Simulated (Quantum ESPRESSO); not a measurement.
# Band energies of AgCl

```
CELL_PARAMETERS angstrom
      0.00000     2.67754     2.67754
      2.67754     0.00000     2.67754
      2.67754     2.67754     0.00000
ATOMIC_POSITIONS crystal
  Cl 0.50000 0.50000 0.50000
  Ag 0.00000 0.00000 0.00000
```

LDA (pw.x of Quantum ESPRESSO, ONCV potentials, without SOC); path ΓXWKΓLUWLK,UX; energies in eV from the valence-band maximum.

```csv
k (1/Å),point,band 9,band 10,band 11,band 12,band 13,band 14,band 15,band 16
0.00,Γ,-2.96,-2.96,-2.75,-2.75,-2.75,0.63,10.51,10.51
0.21,,-3.04,-2.94,-2.47,-2.47,-2.08,1.28,9.76,10.21
0.53,,-3.20,-2.85,-2.13,-2.13,-1.66,3.29,7.34,8.53
0.85,,-3.37,-2.75,-2.20,-2.20,-1.78,2.64,7.80,7.85
1.17,X,-3.45,-2.71,-2.36,-2.36,-2.19,1.89,7.64,8.75
1.53,,-2.72,-2.36,-2.34,-2.33,-1.71,3.09,7.49,8.18
1.76,W,-2.41,-2.41,-2.35,-2.32,-1.53,4.12,7.66,7.66
1.90,,-2.59,-2.41,-2.29,-2.19,-1.49,3.91,7.25,7.83
2.17,K,-2.82,-2.43,-2.22,-1.99,-1.31,3.30,7.01,8.03
2.28,,-2.69,-2.48,-2.16,-1.97,-0.88,3.87,6.59,7.78
2.59,,-2.65,-2.52,-2.02,-2.00,-0.09,4.98,5.67,7.43
2.90,,-2.84,-2.69,-2.18,-2.12,-0.61,3.10,7.84,8.02
3.21,,-2.97,-2.92,-2.49,-2.46,-1.93,1.21,9.57,10.06
3.42,Γ,-2.96,-2.96,-2.75,-2.75,-2.75,0.63,10.51,10.51
3.52,,-2.99,-2.99,-2.70,-2.47,-2.47,0.78,10.15,10.48
3.83,,-2.84,-2.84,-2.52,-1.34,-1.34,2.28,8.10,9.46
4.13,,-2.62,-2.62,-2.27,-0.40,-0.40,3.54,6.89,7.83
4.44,L,-2.51,-2.51,-2.13,0.00,0.00,3.66,6.92,7.15
4.74,,-2.58,-2.50,-2.18,-0.81,-0.33,4.57,5.46,7.83
5.05,,-2.75,-2.46,-2.21,-1.87,-1.05,3.66,6.69,7.92
5.15,U,-2.82,-2.43,-2.22,-1.99,-1.31,3.30,7.01,8.03
5.36,,-2.68,-2.42,-2.26,-2.11,-1.44,3.70,7.13,7.91
5.57,W,-2.41,-2.41,-2.35,-2.32,-1.53,4.12,7.66,7.66
5.66,,-2.49,-2.45,-2.32,-2.19,-1.46,4.15,7.20,7.68
5.94,,-2.60,-2.51,-2.22,-1.37,-0.77,4.72,5.55,7.90
6.21,,-2.54,-2.51,-2.15,-0.34,-0.13,4.08,6.00,7.41
6.40,L,-2.51,-2.51,-2.13,0.00,0.00,3.66,6.92,7.15
6.49,,-2.52,-2.51,-2.14,-0.09,-0.03,3.77,6.53,7.22
6.76,,-2.60,-2.50,-2.19,-1.01,-0.44,4.61,5.44,7.96
7.03,,-2.76,-2.45,-2.21,-1.89,-1.09,3.61,6.74,7.92
7.12,K,-2.82,-2.43,-2.22,-1.99,-1.31,3.30,7.01,8.03
7.12,U,-2.82,-2.43,-2.22,-1.99,-1.31,3.30,7.01,8.03
7.22,,-2.96,-2.40,-2.27,-2.03,-1.75,2.76,7.32,8.29
7.53,X,-3.45,-2.71,-2.36,-2.36,-2.19,1.89,7.64,8.75
```

The LDA gap is indirect, 0.63 eV, from L to Γ; the smallest direct gap is 3.14 eV.

Spin-orbit splittings are left out.

Geometry relaxed with LDA.
